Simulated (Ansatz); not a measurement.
Level of theory: DFT PBE, scalar-relativistic, plane waves, PAW (Ansatz). All cells share a 420 eV cutoff and Γ-centred k meshes spaced at most about 0.3 Å⁻¹ (about 0.25 or finer for metals, 2π included). No spin polarisation in the final relaxations.

Temperature and zero-point effects are left out.

Compare these two cells of ScGa2AsP2, each relaxed at this level.

A.

Space group P4/mmm (No. 123). a = 4.927 Å, b = 4.927 Å, c = 5.364 Å, α = 90.00°, β = 90.00°, γ = 90.00°
```json
{"atom": "Sc", "site": "1a", "symmetry": "4/mmm", "x": "0.0000", "y": "0.0000", "z": "0.0000"}
{"atom": "Ga", "site": "1b", "symmetry": "4/mmm", "x": "0.0000", "y": "0.0000", "z": "0.5000"}
{"atom": "Ga", "site": "1c", "symmetry": "4/mmm", "x": "0.5000", "y": "0.5000", "z": "0.0000"}
{"atom": "P", "site": "2e", "symmetry": "mmm.", "x": "0.0000", "y": "0.5000", "z": "0.5000"}
{"atom": "As", "site": "1d", "symmetry": "4/mmm", "x": "0.5000", "y": "0.5000", "z": "0.5000"}
```

B.

Space group P4/mmm (No. 123). a = 4.951 Å, b = 4.951 Å, c = 5.150 Å, α = 90.00°, β = 90.00°, γ = 90.00°
```csv
atom,site,symmetry,x,y,z
Sc,1b,4/mmm,0.0000,0.0000,0.5000
Ga,2f,mmm.,0.0000,0.5000,0.0000
P,2h,4mm,0.5000,0.5000,0.2860
As,1a,4/mmm,0.0000,0.0000,0.0000
```

Question: Which form is favoured at zero pressure, and by what margin per atom?

Answer: B is lower, by 242 meV/atom. A has space group P4/mmm (No. 123), 21.7 Å³/atom and no gap on its mesh; B has space group P4/mmm (No. 123), 21.0 Å³/atom and no gap. The shortest distance is 2.46 Å (As–P and Ga–P) in A and 2.20 Å (P–P) in B. B holds P–P pairs (shortest 2.20 Å); in A the shortest P–P distance is 3.48 Å. The denser one is the lower, and pressure would at first widen the difference. Even the lower one lies +0.06 eV/atom against the reference forms of the elements (uncorrected), so neither is stable at this level. In A, Sc has 2 Ga at 2.68 Å; Ga on its first site has 4 P at 2.46 Å and 2 Sc at 2.68 Å; P has 2 As at 2.46 Å and 2 Ga at 2.46 Å; As is surrounded by 4 P at 2.46 Å and 2 Ga at 2.68 Å; 1 more site not described. In B, around Sc lie 2 As at 2.58 Å; Ga is surrounded by 2 As at 2.48 Å and 4 P at 2.88 Å; P is surrounded by 1 P at 2.20 Å and 4 Ga at 2.88 Å; As has 4 Ga at 2.48 Å and 2 Sc at 2.58 Å. Both come from invented guesses. A third cell relaxed alike, in P-4m2, lies 0.38 eV/atom below the lower of the two.

Cells relaxed within their symmetry can be saddle points.
